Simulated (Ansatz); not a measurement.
A geometry of WC away from equilibrium: step 2 of the relaxation of a relaxed WC cell displaced along its unstable phonon at q = Γ (209i cm⁻¹), largest move 0.15 Å. All values below come from PBE (plane waves to 420 eV, PAW, scalar-relativistic; Ansatz, an electronic-structure program). Γ-centred k-mesh 12×12×9 on the run's cell (coarser than for final values), Fermi–Dirac smearing 0.05 eV.

```xyz
4
Lattice="1.4014 -3.8679 0.0000 1.4014 3.8679 0.0000 0.0000 0.0000 3.9102" Properties=species:S:1:pos:R:3:forces:R:3 pbc="T T T" free_energy=-21271.794 pressure_GPa=-1.2
C      1.4014    -0.7815     0.8175    0.0000   -0.0219   -0.2228
C      1.4014     0.7815     2.7726    0.0000    0.0219   -0.2228
W      1.4014    -2.9440     0.9948    0.0000    0.0836    0.2229
W      1.4014     2.9440     2.9499    0.0000   -0.0836    0.2229
```

Positions in Å, forces in eV/Å, free energy of the cell in eV (comparable only within this code, potentials and settings). Largest force: 0.24 eV/Å, on W3, W4 (atoms numbered as listed); the geometry lies 0.14 eV/atom above the end of its relaxation.

No spin polarisation in the result.

The run could not lose the symmetry of its start: the end is stationary, and may be a saddle point rather than a minimum.

The end of the path is a generated cell of WC: the first start was made by placing the elements on the sites of a structure type, and the end was not matched to a known phase here, so it may be hypothetical. Known forms of WC include space group No. 187.
